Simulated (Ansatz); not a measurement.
ZrOs:
```yaml
crystal:
  lattice:
    - [3.27325, 0.00000, 0.00000]
    - [0.00000, 3.27325, 0.00000]
    - [0.00000, 0.00000, 3.27325]
  atoms:
    - { symbol: Zr, position: [0.50000, 0.50000, 0.50000] }
    - { symbol: Os, position: [0.00000, 0.00000, 0.00000] }
```

Relaxed with r²SCAN. Special points in fractions of this cell's reciprocal vectors: Γ (0.000, 0.000, 0.000); X (0.000, 0.500, 0.000); M (0.500, 0.500, 0.000); R (0.500, 0.500, 0.500).

Q: List the band energies nearest the Fermi level at these points for r²SCAN (plane waves, PAW; program Ansatz).

A: In eV from the Fermi level; about four levels below and three above (degenerate sets whole), none deeper than 8.9 eV; points with the same levels are listed once.

```json
[
 {"k": "Γ", "below": "-5.25 -5.25 -1.67 -1.67 -1.67", "above": "2.44 2.44 5.41 5.41 5.41"},
 {"k": "X", "below": "-1.82 -1.82 -0.96 -0.79", "above": "1.11 1.11 1.24"},
 {"k": "M", "below": "-5.95 -5.14 -3.44 -3.44", "above": "0.73 0.79 1.13 1.13"},
 {"k": "R", "below": "-3.10 -3.10 -3.10 -2.20 -2.20 -2.20", "above": "0.83 0.83 4.19"}
]
```

Space group Pm-3m (CsCl type). The workflow started from a Materials Project entry (that database holds measured and hypothetical structures alike); the Crystallography Open Database files this formula in space group No. 221, but the cells were not matched. Its standing as an ambient phase is unchecked. The r²SCAN relaxation kept the symmetry of its start; whether a distortion lowers the energy is not shown. No spin polarisation was allowed. Spin–orbit coupling is left out wherever it is not named.

Potentials: the later of the program's two PAW sets.
